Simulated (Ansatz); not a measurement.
# TiH8N2F6 at a changed volume: ⁴⁷Ti NMR of the central transition

Cell: a Materials Project structure (computed, not necessarily an observed phase), relaxed with PBE at fixed cell and then changed (volume scaled by 0.98, ions relaxed).

```
CELL_PARAMETERS angstrom
5.83884 0.00000 0.00000
-2.91942 5.05659 0.00000
0.00000 0.00000 4.59306
ATOMIC_POSITIONS crystal
Ti 0.00000 0.00000 0.00000
H 0.33333 0.66667 0.07655
H 0.66667 0.33333 0.92345
H 0.23800 0.47599 0.37848
H 0.23800 0.76200 0.37848
H 0.52401 0.76200 0.37848
H 0.76200 0.52401 0.62152
H 0.76200 0.23800 0.62152
H 0.47599 0.23800 0.62152
N 0.33333 0.66667 0.30026
N 0.66667 0.33333 0.69974
F 0.15353 0.84647 0.76874
F 0.69293 0.84647 0.76874
F 0.15353 0.30707 0.76874
F 0.84647 0.15353 0.23126
F 0.30707 0.15353 0.23126
F 0.84647 0.69293 0.23126
```

Sites (sets of like atoms) are named by element and the number of their first atom in this list.

Computed with Ansatz: DFT, PBE, plane waves and PAW, scalar-relativistic, 420 eV cutoff, Γ-centred 4×4×5 k-points, Fermi–Dirac smearing 0.02 eV.

⁴⁷Ti has I = 5/2 and Q = 302.0 mb (Pyykkö 2018); at 23.5 T its Larmor frequency is ν₀ = 56.5 MHz. Only the quadrupole interaction is simulated: positions count from each site's isotropic chemical shift, and J coupling is left out, as are shift anisotropy and dipolar coupling, which fast spinning averages.

Q: Give C_Q, η, the quadrupolar product P_Q = |C_Q|(1 + η²/3)^½, the second-order isotropic shift and the breadth of the pattern (fast magic-angle spinning) for each Ti site.

A: 

| site | first shell | C_Q (MHz) | η | P_Q (MHz) | δ_QIS (ppm) | breadth (kHz) |
| --- | --- | --- | --- | --- | --- | --- |
| Ti | 6 F at 1.88 Å | 5.87 | 0.00 | 5.87 | -64.7 | 7.84 |

δ_QIS = −(ν_Q²/30ν₀²)[I(I+1) − 3/4](1 + η²/3) × 10⁶ ppm with ν_Q = 3|C_Q|/[2I(2I−1)]; it falls as 1/B₀² in ppm, and the breadth as 1/B₀ in kHz.

An axis of threefold or higher order runs through Ti, so V_zz lies along it and η is zero.
